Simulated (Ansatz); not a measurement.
A geometry of Ga₂O₃ away from equilibrium: step 20 of the relaxation of a generated trial cell of Ga2O3 in the AFLOW prototype A3B2_hP5_164_ad_d (D5_13, as in Al3Ni2). The numbers are results of PBEsol (plane waves to 420 eV, PAW, scalar-relativistic; Ansatz, a program for electronic structure), not measurements. Γ-centred k-mesh 8×8×6 on the run's cell (coarser than for final values), Fermi–Dirac smearing 0.05 eV.

```xyz
5
Lattice="3.0304 0.0000 0.0000 -1.5152 2.6244 0.0000 0.0000 0.0000 6.1776" Properties=species:S:1:pos:R:3:forces:R:3 pbc="T T T" free_energy=-9170.038 pressure_GPa=2.7
O      0.0000     0.0000     0.0000    0.0000    0.0000    0.0000
O      0.0000     1.7496     4.1338    0.0000    0.0000    0.0306
O      1.5152     0.8748     2.0438    0.0000    0.0000   -0.0306
Ga     0.0000     1.7496     1.3643    0.0000    0.0000   -0.0079
Ga     1.5152     0.8748     4.8133    0.0000    0.0000    0.0079
```

Positions in Å, forces in eV/Å, free energy of the cell in eV (comparable only within this code, potentials and settings). Largest force: 0.03 eV/Å, on O2, O3 (atoms numbered as listed); the geometry lies 0.02 eV/atom above the end of its relaxation.

No spin polarisation in the result.

The run could not lose the symmetry of its start, so the end can be a saddle point.

The end of the path is a generated cell of Ga2O3: the first start was made by placing the elements on the sites of a structure type, and the end was not matched to a known phase here, so it may be hypothetical. Known forms of Ga2O3 include space group No. 12, 167.
